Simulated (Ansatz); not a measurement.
ScCu$_{2}$:
Space group I4/mmm (No. 139); a = 3.270 Å, b = 3.270 Å, c = 8.324 Å, α = 90.00°, β = 90.00°, γ = 90.00°

| atom | site | symmetry | x | y | z |
|---|---|---|---|---|---|
| Sc | 2a | 4/mmm | 0.0000 | 0.0000 | 0.0000 |
| Cu | 4e | 4mm | 0.0000 | 0.0000 | 0.3254 |
(The calculation used a cell of 3 atoms; values per cell refer to that cell.)

Relaxed with r²SCAN.

**Question.** Which orbitals make up the states near the Fermi level in the program Ansatz at the r²SCAN level (PAW)?

**Answer.** Within 0.5 eV of the Fermi level: Sc 3d 51 %, Cu 3d 8 %, Sc 4s 8 %, Cu 4s 7 %, outside the projected shells 26 %. Projections are on Löwdin-orthogonalised atomic valence shells; empty p or d shells of many metals are not among them.

**Question.** Tabulate the density of states.

**Answer.** States/eV per cell of 3 atoms, in 0.25 eV bins, energy from the Fermi level.

| E (eV) | total | Cu 3d | Sc 3d | Cu 4s |
|---|---|---|---|---|
| -7.85 | 0.15 | 0.00 | 0.00 | 0.09 |
| -7.60 | 0.20 | 0.00 | 0.00 | 0.12 |
| -7.35 | 0.25 | 0.00 | 0.00 | 0.16 |
| -7.10 | 0.30 | 0.00 | 0.00 | 0.19 |
| -6.85 | 0.35 | 0.01 | 0.01 | 0.22 |
| -6.60 | 0.41 | 0.01 | 0.01 | 0.27 |
| -6.35 | 0.49 | 0.02 | 0.02 | 0.33 |
| -6.10 | 0.52 | 0.03 | 0.03 | 0.34 |
| -5.85 | 0.56 | 0.05 | 0.04 | 0.35 |
| -5.60 | 0.60 | 0.08 | 0.05 | 0.37 |
| -5.35 | 0.68 | 0.12 | 0.07 | 0.38 |
| -5.10 | 0.85 | 0.21 | 0.10 | 0.41 |
| -4.85 | 1.24 | 0.44 | 0.16 | 0.48 |
| -4.60 | 2.58 | 1.43 | 0.31 | 0.64 |
| -4.35 | 3.31 | 2.38 | 0.36 | 0.43 |
| -4.10 | 7.37 | 6.25 | 0.51 | 0.28 |
| -3.85 | 9.69 | 8.94 | 0.42 | 0.14 |
| -3.60 | 12.58 | 11.97 | 0.38 | 0.07 |
| -3.35 | 6.64 | 6.20 | 0.23 | 0.04 |
| -3.10 | 11.76 | 11.07 | 0.30 | 0.14 |
| -2.85 | 9.76 | 9.27 | 0.22 | 0.13 |
| -2.60 | 11.05 | 10.82 | 0.08 | 0.10 |
| -2.35 | 5.61 | 5.01 | 0.16 | 0.31 |
| -2.10 | 1.72 | 0.96 | 0.27 | 0.34 |
| -1.85 | 1.87 | 0.78 | 0.41 | 0.50 |
| -1.60 | 1.56 | 0.51 | 0.46 | 0.42 |
| -1.35 | 1.35 | 0.32 | 0.53 | 0.29 |
| -1.10 | 1.12 | 0.21 | 0.48 | 0.21 |
| -0.85 | 1.58 | 0.19 | 0.73 | 0.16 |
| -0.60 | 1.52 | 0.16 | 0.76 | 0.12 |
| -0.35 | 1.30 | 0.11 | 0.67 | 0.09 |
| -0.10 | 1.06 | 0.08 | 0.51 | 0.08 |
| 0.15 | 1.08 | 0.08 | 0.53 | 0.07 |
| 0.40 | 0.70 | 0.06 | 0.39 | 0.06 |
| 0.65 | 0.61 | 0.05 | 0.40 | 0.05 |
| 0.90 | 1.51 | 0.13 | 1.18 | 0.04 |
| 1.15 | 1.45 | 0.13 | 1.14 | 0.04 |
| 1.40 | 1.66 | 0.13 | 1.27 | 0.06 |
| 1.65 | 2.75 | 0.22 | 2.02 | 0.09 |
| 1.90 | 5.21 | 0.35 | 3.99 | 0.12 |
| 2.15 | 3.09 | 0.18 | 2.38 | 0.08 |
| 2.40 | 4.25 | 0.22 | 3.40 | 0.09 |
| 2.65 | 3.16 | 0.16 | 2.33 | 0.13 |
| 2.90 | 1.67 | 0.07 | 1.06 | 0.15 |
| 3.15 | 2.62 | 0.10 | 1.98 | 0.18 |
| 3.40 | 3.04 | 0.12 | 2.19 | 0.27 |
| 3.65 | 1.74 | 0.06 | 0.67 | 0.43 |
| 3.90 | 0.86 | 0.03 | 0.16 | 0.23 |
| 4.15 | 0.48 | 0.01 | 0.11 | 0.11 |
| 4.40 | 1.41 | 0.01 | 0.87 | 0.14 |
| 4.65 | 1.92 | 0.01 | 1.25 | 0.15 |

The first step of the workflow began from a Materials Project structure, measured or hypothetical; the Crystallography Open Database copy checked does not list it. With Sc and Cu taken as one species the cell has the higher symmetry I4/mmm, so it may be an ordered model of a mixed-site phase. Its standing as an ambient phase is unchecked. Symmetry was held in the r²SCAN relaxation; its stability against distortions is not shown here. The run is not spin-polarised. Axis ratios of metals converge slowly with the k-mesh, so a and c are less sure than the volume.

Potentials: the later of the program's two PAW sets.
